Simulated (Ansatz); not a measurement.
InP:
```cif
data_In4P4
_chemical_formula_sum 'In4 P4'
_space_group_name_H-M_alt 'P 1'
_space_group_IT_number 1
_cell_length_a 7.17436
_cell_length_b 7.17436
_cell_length_c 4.16300
_cell_angle_alpha 90.000
_cell_angle_beta 90.000
_cell_angle_gamma 90.000
loop_
_space_group_symop_operation_xyz
  'x, y, z'
loop_
_atom_site_label
_atom_site_type_symbol
_atom_site_fract_x
_atom_site_fract_y
_atom_site_fract_z
_atom_site_occupancy
In1 In 0.32181 0.67819 0.00000 1
In2 In 0.67819 0.32181 0.00000 1
In3 In 0.82181 0.82181 0.50000 1
In4 In 0.17819 0.17819 0.50000 1
P1 P 0.31929 0.31929 0.00000 1
P2 P 0.68071 0.68071 0.00000 1
P3 P 0.18071 0.81929 0.50000 1
P4 P 0.81929 0.18071 0.50000 1
```

This is the PBEsol-relaxed structure.

Task: All from PBEsol in the plane-wave PAW code Ansatz, unless another level is named. Give the electron effective mass.

Result: 0.056, 0.061, 0.061 mₑ (principal values).

Task: Predict the HSE06 gap on the PBEsol cell.

Result: 1.59 eV.

Task: Next, the weight of the conduction-edge state by species (Voronoi cells)?

Result: In 54 %, P 46 %.

Space group P4_2/mnm. The start of the workflow was typed in or built on a structure type; neither database checked (COD, Materials Project) lists it. It is not the phase usual at ambient conditions (space group No. 216). The PBEsol relaxation kept the symmetry of its start; of distortions, only those at the zone centre were tested. The volume moved by 20 % from the start of the relaxation. Spin–orbit coupling is left out wherever it is not named.

Potentials: the later of the program's two PAW sets.
